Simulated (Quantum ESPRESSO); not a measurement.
# Kohn-Sham bands of Ag (fcc (Cu type))

```
CELL_PARAMETERS angstrom
      0.00000     2.05218     2.05218
      2.05218     0.00000     2.05218
      2.05218     2.05218     0.00000
ATOMIC_POSITIONS crystal
  Ag 0.00000 0.00000 0.00000
```

Structure: Materials Project mp-124, symmetrised, not relaxed again. This is the element's usual structure. Method: LDA plane waves in Quantum ESPRESSO 7.5 (PseudoDojo norm-conserving files, 69 Ry, no spin polarisation, no spin-orbit coupling), Bloch states on a 10×10×10 mesh through Γ, Wannier90 4.0.1. Density: 18×18×18 mesh, cold smearing 0.01 Ry.

Q: List the Kohn-Sham levels between −8 and 3.0 eV relative to the Fermi level at the high-symmetry points, as a band run of pw.x on that density gives them (levels within 2 meV counted together).

A: 
```csv
point,k (reciprocal lattice),levels (eV)
Γ,0.000 0.000 0.000,"-7.70, -4.64 (×3), -3.60 (×2)"
X,0.500 0.000 0.500,"-6.26, -6.12, -2.84, -2.61 (×2), 1.60"
U,0.625 0.250 0.625,"-5.83, -5.41, -3.93, -3.39, -2.89"
K,0.375 0.375 0.750,"-5.83, -5.41, -3.93, -3.39, -2.89"
L,0.500 0.500 0.500,"-6.24, -4.66 (×2), -2.82 (×2), -0.35"
W,0.500 0.250 0.750,"-5.51, -4.91 (×2), -3.60, -2.61"
```
